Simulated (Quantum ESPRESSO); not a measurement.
## Sn6NbSc (finding a planted mistake in a log)

Computed values, not a measurement. The program is pw.x of Quantum ESPRESSO 7.5 (plane-wave density functional theory). The cell is made up: eight metal atoms on a face-centred cubic lattice, with elements, volume, strain and displacements drawn at random and not relaxed, so it may be unstable or far from any real phase. PseudoDojo standard norm-conserving files set the functional (PBE unless stated); there is no spin polarisation or spin-orbit coupling, the Fermi-Dirac width of 0.25 eV means electrons at about 2900 K, and the masses in the input are unused placeholders. The tin pseudopotential is less sure than most, with forces differing by about three percent from a second method on plain tin. A spin test at this wide smearing found no moment, but such smearing suppresses magnetism that the real alloy may have.

Intended input:

```
&control calculation='scf', pseudo_dir='./dojo.nc.sr.pbe.v0_5.standard.upf', outdir='./o', disk_io='minimal', tprnfor=.true., tstress=.true. /
&system ibrav=0, nat=8, ntyp=3, nbnd=66, ecutwfc=87.97787729, nosym=.true., tot_charge=0,
 occupations='smearing', smearing='fd', degauss=0.0183746611
/
&electrons conv_thr=1.470e-08, electron_maxstep=70, mixing_beta=0.5 /
ATOMIC_SPECIES
Nb 1.0 Nb.upf
Sc 1.0 Sc.upf
Sn 1.0 Sn.upf
CELL_PARAMETERS angstrom
-2.2069 -4.5137 -2.2209
-4.6553 2.3521 2.2721
-0.0611 4.6089 -4.5713
ATOMIC_POSITIONS angstrom
Sn -0.0444 0.0107 -0.0176
Sn -0.0393 2.3231 -2.2852
Sn -2.3825 2.287 -0.0628
Sn -2.3953 4.6258 -2.2861
Nb -2.2556 0.0478 -2.2514
Sn -2.3037 2.4027 -4.5325
Sc -4.5804 0.1047 0.0327
Sn -4.5966 2.3091 -2.2345
K_POINTS automatic
5 4 4 1 1 1
```

The log is shortened where brackets say so; the opening notice, blank lines, dates and the lines on written files are dropped, and the path of the files is cut. It prints rydbergs, bohrs and kilobars, and counts compression as positive stress. Its total energy is the free energy E - TS of the whole cell.

Log of the intended run:

```
     Program PWSCF v.7.5
     Parallel version (MPI & OpenMP), running on       4 processor cores
     Number of MPI processes:                 4
     Threads/MPI process:                     1
     [start-up lines left out]
     bravais-lattice index     =            0
     lattice parameter (alat)  =      10.3808  a.u.
     unit-cell volume          =    1287.9399 (a.u.)^3
     number of atoms/cell      =            8
     number of atomic types    =            3
     number of electrons       =       108.00
     number of Kohn-Sham states=           66
     kinetic-energy cutoff     =      87.9779  Ry
     charge density cutoff     =     351.9115  Ry
     scf convergence threshold =      1.5E-08
     mixing beta               =       0.5000
     number of iterations used =            8  plain     mixing
     Exchange-correlation= PBE
                           (   1   4   3   4   0   0   0)
     [axes and pseudopotential details left out]
   Cartesian axes
     site n.     atom                  positions (alat units)
         1        Sn     tau(   1) = (  -0.0080826   0.0019478  -0.0032039  )
         2        Sn     tau(   2) = (  -0.0071542   0.4228974  -0.4159980  )
         3        Sn     tau(   3) = (  -0.4337105   0.4163257  -0.0114321  )
         4        Sn     tau(   4) = (  -0.4360406   0.8420811  -0.4161619  )
         5        Nb     tau(   5) = (  -0.4106096   0.0087015  -0.4098451  )
         6        Sn     tau(   6) = (  -0.4193658   0.4373877  -0.8250967  )
         7        Sc     tau(   7) = (  -0.8338165   0.0190596   0.0059527  )
         8        Sn     tau(   8) = (  -0.8367655   0.4203488  -0.4067686  )
     number of k points=    40  Fermi-Dirac smearing, width (Ry)=  0.0184
                       cart. coord. in units 2pi/alat
        k(    1) = (  -0.1902562   0.0293955  -0.1180313), wk =   0.0500000
        k(    2) = (  -0.2264636   0.1398731  -0.3065840), wk =   0.0500000
     [further k points left out]
     Dense  grid:   143543 G-vectors     FFT dimensions: (  64,  72,  75)
     Estimated max dynamical RAM per process >     408.20 MB
     Estimated total dynamical RAM >       1.49 GB
     Initial potential from superposition of free atoms
     starting charge     107.9858, renormalised to     108.0000
     Starting wfcs are   74 randomized atomic wfcs
     total cpu time spent up to now is        9.3 secs
     per-process dynamical memory:   302.5 Mb
     Self-consistent Calculation
     iteration #  1     ecut=    87.98 Ry     beta= 0.50
     Davidson diagonalization with overlap
     ethr =  1.00E-02,  avg # of iterations =  2.2
     Threshold (ethr) on eigenvalues was too large:
     Diagonalizing with lowered threshold
     Davidson diagonalization with overlap
     ethr =  5.92E-04,  avg # of iterations =  3.5
     total cpu time spent up to now is       47.3 secs
     total energy              =   -1166.73024722 Ry
     estimated scf accuracy    <       0.66549267 Ry
     iteration #  2     ecut=    87.98 Ry     beta= 0.50
     Davidson diagonalization with overlap
     ethr =  6.16E-04,  avg # of iterations =  6.8
     total cpu time spent up to now is       70.8 secs
     total energy              =   -1166.35455815 Ry
     estimated scf accuracy    <       8.80204393 Ry
     [iterations 3 to 10 left out]
     iteration # 11     ecut=    87.98 Ry     beta= 0.50
     Davidson diagonalization with overlap
     ethr =  9.28E-10,  avg # of iterations =  2.7
     total cpu time spent up to now is      263.0 secs
     total energy              =   -1167.08378306 Ry
     estimated scf accuracy    <       0.00000006 Ry
     iteration # 12     ecut=    87.98 Ry     beta= 0.50
     Davidson diagonalization with overlap
     ethr =  5.72E-11,  avg # of iterations =  5.0
     total cpu time spent up to now is      284.6 secs
     End of self-consistent calculation
     [lines on levels left out]
!    total energy              =   -1167.08378306 Ry
     estimated scf accuracy    <       0.00000001 Ry
     smearing contrib. (-TS)   =      -0.09178063 Ry
     internal energy E=F+TS    =   -1166.99200244 Ry
     The total energy is F=E-TS. E is the sum of the following terms:
     one-electron contribution =    -312.35995719 Ry
     hartree contribution      =     227.73115112 Ry
     xc contribution           =    -307.02815826 Ry
     ewald contribution        =    -775.33503810 Ry
     convergence has been achieved in  12 iterations
     Forces acting on atoms (cartesian axes, Ry/au):
     atom    1 type  3   force =     0.00569254    0.00336392   -0.02471534
     atom    2 type  3   force =    -0.01669637   -0.00181796    0.02840312
     atom    3 type  3   force =     0.01912803    0.00872726    0.00504861
     atom    4 type  3   force =     0.01139790    0.00419683    0.01111717
     atom    5 type  1   force =    -0.00956279    0.00627038   -0.00855075
     atom    6 type  3   force =    -0.00338426   -0.00188059   -0.01575181
     atom    7 type  2   force =     0.00072683   -0.01564190   -0.00324065
     atom    8 type  3   force =    -0.00730187   -0.00321794    0.00768965
     Total force =     0.057685     Total SCF correction =     0.000445
     Computing stress (Cartesian axis) and pressure
          total   stress  (Ry/bohr**3)                   (kbar)     P=       11.74
   0.00014733   0.00005168  -0.00000109           21.67        7.60       -0.16
   0.00005168   0.00002387   0.00008519            7.60        3.51       12.53
  -0.00000109   0.00008519   0.00006832           -0.16       12.53       10.05
     init_run     :      8.19s CPU      8.49s WALL (       1 calls)
     electrons    :    272.23s CPU    275.25s WALL (       1 calls)
     forces       :      2.28s CPU      2.31s WALL (       1 calls)
     stress       :      6.75s CPU      6.90s WALL (       1 calls)
     [timing details left out]
     PWSCF        :   4m50.28s CPU   4m53.81s WALL
     JOB DONE.
```

A second run was made from an input with one planted mistake. Its log:

```
     Program PWSCF v.7.5
     Parallel version (MPI & OpenMP), running on       4 processor cores
     Number of MPI processes:                 4
     Threads/MPI process:                     1
     [start-up lines left out]
     bravais-lattice index     =            0
     lattice parameter (alat)  =      10.3808  a.u.
     unit-cell volume          =    1287.9399 (a.u.)^3
     number of atoms/cell      =            8
     number of atomic types    =            3
     number of electrons       =       108.00
     number of Kohn-Sham states=           66
     kinetic-energy cutoff     =      87.9779  Ry
     charge density cutoff     =     351.9115  Ry
     scf convergence threshold =      1.5E-08
     mixing beta               =       0.5000
     number of iterations used =            8  plain     mixing
     Exchange-correlation= PBE
                           (   1   4   3   4   0   0   0)
     [axes and pseudopotential details left out]
   Cartesian axes
     site n.     atom                  positions (alat units)
         1        Sn     tau(   1) = (  -0.0080826   0.0019478  -0.0032039  )
         2        Sn     tau(   2) = (  -0.0071542   0.4228974  -0.4159980  )
         3        Sn     tau(   3) = (  -0.4337105   0.4163257  -0.0114321  )
         4        Nb     tau(   4) = (  -0.4360406   0.8420811  -0.4161619  )
         5        Sn     tau(   5) = (  -0.4106096   0.0087015  -0.4098451  )
         6        Sn     tau(   6) = (  -0.4193658   0.4373877  -0.8250967  )
         7        Sc     tau(   7) = (  -0.8338165   0.0190596   0.0059527  )
         8        Sn     tau(   8) = (  -0.8367655   0.4203488  -0.4067686  )
     number of k points=    40  Fermi-Dirac smearing, width (Ry)=  0.0184
                       cart. coord. in units 2pi/alat
        k(    1) = (  -0.1902562   0.0293955  -0.1180313), wk =   0.0500000
        k(    2) = (  -0.2264636   0.1398731  -0.3065840), wk =   0.0500000
     [further k points left out]
     Dense  grid:   143543 G-vectors     FFT dimensions: (  64,  72,  75)
     Estimated max dynamical RAM per process >     408.20 MB
     Estimated total dynamical RAM >       1.49 GB
     Initial potential from superposition of free atoms
     starting charge     107.9858, renormalised to     108.0000
     Starting wfcs are   74 randomized atomic wfcs
     total cpu time spent up to now is        8.2 secs
     per-process dynamical memory:   302.5 Mb
     Self-consistent Calculation
     iteration #  1     ecut=    87.98 Ry     beta= 0.50
     Davidson diagonalization with overlap
     ethr =  1.00E-02,  avg # of iterations =  2.4
     Threshold (ethr) on eigenvalues was too large:
     Diagonalizing with lowered threshold
     Davidson diagonalization with overlap
     ethr =  6.91E-04,  avg # of iterations =  2.7
     total cpu time spent up to now is       42.6 secs
     total energy              =   -1166.65599574 Ry
     estimated scf accuracy    <       0.77091063 Ry
     iteration #  2     ecut=    87.98 Ry     beta= 0.50
     Davidson diagonalization with overlap
     ethr =  7.14E-04,  avg # of iterations =  6.2
     total cpu time spent up to now is       64.7 secs
     total energy              =   -1166.21328844 Ry
     estimated scf accuracy    <      11.25773177 Ry
     [iterations 3 to 11 left out]
     iteration # 12     ecut=    87.98 Ry     beta= 0.50
     Davidson diagonalization with overlap
     ethr =  4.34E-11,  avg # of iterations =  5.2
     total cpu time spent up to now is      269.1 secs
     total energy              =   -1167.07886871 Ry
     estimated scf accuracy    <       0.00000003 Ry
     iteration # 13     ecut=    87.98 Ry     beta= 0.50
     Davidson diagonalization with overlap
     ethr =  2.62E-11,  avg # of iterations =  2.0
     total cpu time spent up to now is      286.3 secs
     End of self-consistent calculation
     [lines on levels left out]
!    total energy              =   -1167.07886870 Ry
     estimated scf accuracy    <       0.00000001 Ry
     smearing contrib. (-TS)   =      -0.09336809 Ry
     internal energy E=F+TS    =   -1166.98550061 Ry
     The total energy is F=E-TS. E is the sum of the following terms:
     one-electron contribution =    -312.48423359 Ry
     hartree contribution      =     227.81060809 Ry
     xc contribution           =    -307.03141330 Ry
     ewald contribution        =    -775.28046182 Ry
     convergence has been achieved in  13 iterations
     Forces acting on atoms (cartesian axes, Ry/au):
     atom    1 type  3   force =     0.02048689   -0.01143813    0.01599787
     atom    2 type  3   force =     0.00126234    0.01791354   -0.00169764
     atom    3 type  3   force =    -0.00926640    0.00171656    0.01640532
     atom    4 type  1   force =     0.00981341    0.00334886    0.00749359
     atom    5 type  3   force =    -0.01441629   -0.01770528   -0.02325763
     atom    6 type  3   force =    -0.02382697    0.00161337    0.00611002
     atom    7 type  2   force =    -0.00351404   -0.01577407    0.00280219
     atom    8 type  3   force =     0.01946107    0.02032516   -0.02385372
     Total force =     0.070379     Total SCF correction =     0.000391
     Computing stress (Cartesian axis) and pressure
          total   stress  (Ry/bohr**3)                   (kbar)     P=       10.41
   0.00021045   0.00008453   0.00006213           30.96       12.43        9.14
   0.00008453   0.00001432   0.00009320           12.43        2.11       13.71
   0.00006213   0.00009320  -0.00001243            9.14       13.71       -1.83
     init_run     :      7.38s CPU      7.72s WALL (       1 calls)
     electrons    :    273.37s CPU    278.15s WALL (       1 calls)
     forces       :      2.23s CPU      2.30s WALL (       1 calls)
     stress       :      6.89s CPU      7.01s WALL (       1 calls)
     [timing details left out]
     PWSCF        :   4m50.36s CPU   4m55.71s WALL
     JOB DONE.
```

Question: the log repeats what the program read. Compare it with the intended run: what was wrong in the second input?

Answer: two atoms have their elements exchanged. The input lines that differ:

```
- Sn -2.3953 4.6258 -2.2861
- Nb -2.2556 0.0478 -2.2514
+ Nb -2.3953 4.6258 -2.2861
+ Sn -2.2556 0.0478 -2.2514
```

|  | intended run | run with the mistake |
| --- | --- | --- |
| free energy (eV) | -15878.984 | -15878.917 |
| entropy term -TS, part of it (eV) | -1.249 | -1.270 |
| pressure (GPa) | 1.17 | 1.04 |
| size of the largest force component (eV/Å) | 0.730 | 0.613 |
| largest change of a force component (eV/Å) |  | 1.047 |
| iterations | 12 | 13 |

For scale, a rerun of the intended cell at a higher cutoff and on a denser mesh moved values by no more than 0.011 eV in energy, 0.08 GPa in stress and 0.017 eV/Å in force, and a second program with other atomic files agreed on that cell to 2 % rms in force and 0.5 GPa in pressure.